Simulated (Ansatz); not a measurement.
## ZrHg: how the axes shrink under pressure

ZrHg, P4/mmm, a = 3.103 Å, c = 4.253 Å. The structure is a COD entry; whether it is the stable form wasn't checked. Ansatz: PBEsol, PAW, 420 eV, Γ-centred 14×14×10 mesh on 2 atoms, Gaussian smearing 0.10 eV; no spin polarisation. Cell and atoms are relaxed at each pressure, and no other structure is tried, so the rows at high pressure may lie past a change of phase. y = 100 ln(c/c0) with c0 = 4.2530 Å, so nearly a change in per cent. The pressures are the targets, met within 0.05 GPa.

| P (GPa) | y | 100 ln(a/a0) |
| --- | --- | --- |
| -2.0 | ? | ? |
| 0.0 | 0.00 | 0.00 |
| 2.0 | -0.41 | -0.63 |
| 5.0 | -0.79 | -1.59 |
| 10.0 | -1.44 | -2.97 |
| 20.0 | -2.58 | -5.19 |
| 40.0 | -4.45 | -8.43 |

Q: Fit y = c1 P + c2 P² to the other rows, give the linear compressibility along c, and predict the missing y.

A: Least squares on the rows shown. y = −0.1527 P + 0.001044 P². The linear compressibility along c is −c1/100 = 1.53 per TPa, against 3.17 along a from the same fit to the last column (its missing entry is 0.71): the crystal is softer along a at low pressure. The runs next to zero pressure give 1.96 and 3.36, so a parabola over the whole range misstates the start. With a term in P³ added, the coefficient of P becomes -0.1724, 13 % more, which shows how far this figure hangs on the form. At P = -2.0 the fit asked for gives 0.31. The run gave 0.38, so the fit is 0.07 too low, within twice the rms miss on the fitted rows (0.06).

Spin–orbit coupling is left out, which can shift energies with elements as heavy as these.